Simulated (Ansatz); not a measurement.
## Strain and the gap of MoOSe (Janus 2H monolayer)

A free-standing Janus 2H monolayer of MoOSe, relaxed with r2SCAN in the PAW code Ansatz. The sheet's in-plane cell has a = 3.058 Å, b = 3.058 Å (γ = 120.0°), and its outermost atoms lie 2.86 Å apart along the normal. Mo has 3 O at 2.08 Å and 3 Se at 2.49 Å; O has 3 Mo at 2.08 Å; Se has 3 Mo at 2.49 Å.

The axes x, y and z are those of this cell:
```xyz
3
Lattice="3.0577 0.0000 0.0000 -1.5289 2.6481 0.0000 0.0000 0.0000 30.1550" Properties=species:S:1:pos:R:3 pbc="T T F"
Mo    0.0000    1.7654    9.2174
O     1.5289    0.8827   10.3199
Se    1.5289    0.8827    7.4628
```
The sheet repeats along a and b alone.

Unstrained: The PBE gap is indirect, 0.787 eV (Γ to K), below the direct gap of 1.977 eV at K. The r2SCAN gap is indirect, 0.873 eV (Γ to K), below the direct gap of 2.089 eV at K. HSE06 gives an indirect gap of 1.316 eV, from Γ to K; the least direct gap is 2.550 eV at K. Meshes: PBE 12×12×1, r2SCAN 12×12×1, HSE06 6×6×1. Strains are changes of length per length, and xy shears are angles. After each strain the atoms were relaxed again with r2SCAN within the symmetry that the strain leaves, so tilts or polar shifts that break it weren't tested; points keep the names that they have in the unstrained zone. No spin polarisation. The prototype was imposed, so other structures may be more stable.

Changes of the least gap in eV (an overlap counts as a negative gap):
```tsv
strain	area change (%)	space group	PBE	r2SCAN	HSE06	energy rise, r2SCAN (meV/atom)
in-plane biaxial -4.0 %	-7.8	–	+0.525	+0.599	+0.618	63.3
xy shear, engineering strain (angle) -1.5 %	0.0	–	+0.001	0.000	+0.001	1.1
in-plane biaxial -1.5 %	-3.0	–	+0.237	+0.246	+0.271	8.4
uniaxial -4.0 % along x	-4.0	–	+0.325	+0.338	+0.372	25.0
```

In-plane biaxial -4.0 %. HSE06: the gap goes from 1.316 to 1.934 eV (+0.618 eV); the edges go from Γ → K to Γ → Γ–K (0.55). Stress change with r2SCAN, compression positive: xx +10.28, yy +10.28 N/m.

Xy shear, engineering strain (angle) -1.5 %. HSE06: the gap goes from 1.316 to 1.317 eV (+0.001 eV); the edges go from Γ → K to Γ → (1/3, 0.336, 0). Stress change with r2SCAN, compression positive: xx +0.02, yy +0.03, xy +0.90 N/m.

In-plane biaxial -1.5 %. HSE06: the gap goes from 1.316 to 1.587 eV (+0.271 eV). Stress change with r2SCAN, compression positive: xx +3.47, yy +3.47 N/m. For HSE06, dE_g/d ln A = -8.9 eV over this step.

Uniaxial -4.0 % along x, other directions held. HSE06: the gap goes from 1.316 to 1.688 eV (+0.372 eV); the edges go from Γ → K to Γ → (0.323, 0.339, 0). Stress change with r2SCAN, compression positive: xx +7.88, yy +2.01 N/m.

The runs are scalar-relativistic, without spin-orbit coupling.

Where an edge lies off the special points, it is a point of the mesh or the k point where a search put PBE's edge or least direct gap, reused for the other functionals, whose own edges may lie a little apart.

Coordinates of k points refer to the reciprocal vectors of the primitive cell of the runs.

The meshes of the hybrids are coarse, so their gaps aren't converged to the digits shown.
